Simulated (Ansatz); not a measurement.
Total density of states per atom from plane-wave PAW PBEsol (Ansatz code), in 0.25 eV bins, energy from the Fermi level:

(E (eV), states/eV/atom): (-7.85, 0.00); (-7.60, 0.00); (-7.35, 0.00); (-7.10, 0.00); (-6.85, 0.00); (-6.60, 0.00); (-6.35, 0.00); (-6.10, 0.00); (-5.85, 0.00); (-5.60, 0.00); (-5.35, 0.00); (-5.10, 0.06); (-4.85, 0.10); (-4.60, 0.13); (-4.35, 0.16); (-4.10, 0.19); (-3.85, 0.22); (-3.60, 0.25); (-3.35, 0.30); (-3.10, 0.38); (-2.85, 0.45); (-2.60, 0.41); (-2.35, 0.38); (-2.10, 0.34); (-1.85, 0.32); (-1.60, 1.25); (-1.35, 1.78); (-1.10, 1.79); (-0.85, 1.70); (-0.60, 1.63); (-0.35, 2.19); (-0.10, 2.28); (0.15, 2.45); (0.40, 2.24); (0.65, 1.85); (0.90, 1.95); (1.15, 1.83); (1.40, 1.19); (1.65, 0.27); (1.90, 0.41); (2.15, 1.76); (2.40, 1.48); (2.65, 0.94); (2.90, 1.20); (3.15, 1.51); (3.40, 0.34); (3.65, 0.40); (3.90, 0.60); (4.15, 0.70); (4.40, 0.92); (4.65, 0.78)

### Question
Which compound is it?
A) BN, wurtzite
B) Hf, diamond
C) HfSi2, Cmcm (Si on 4c, Si on 4c, Hf on 4c)
D) HfO2, fluorite

### Answer
B, Hf, diamond. Within 0.5 eV of the Fermi level: Hf 5d 89 %, Hf 6s 9 %. Projections are on Löwdin-orthogonalised atomic valence shells; empty p or d shells of many metals are not among them.

Space group Fd-3m (diamond). The start of the workflow was typed in or built on a structure type; neither database checked (COD, Materials Project) lists it. It is not the phase usual at ambient conditions (space group No. 194). The PBEsol relaxation kept the symmetry of its start. At this level the phase is mechanically unstable. The run is not spin-polarised. Scalar-relativistic: spin–orbit coupling is off unless named, which matters more the heavier the elements.

Potentials: the later of the program's two PAW sets.
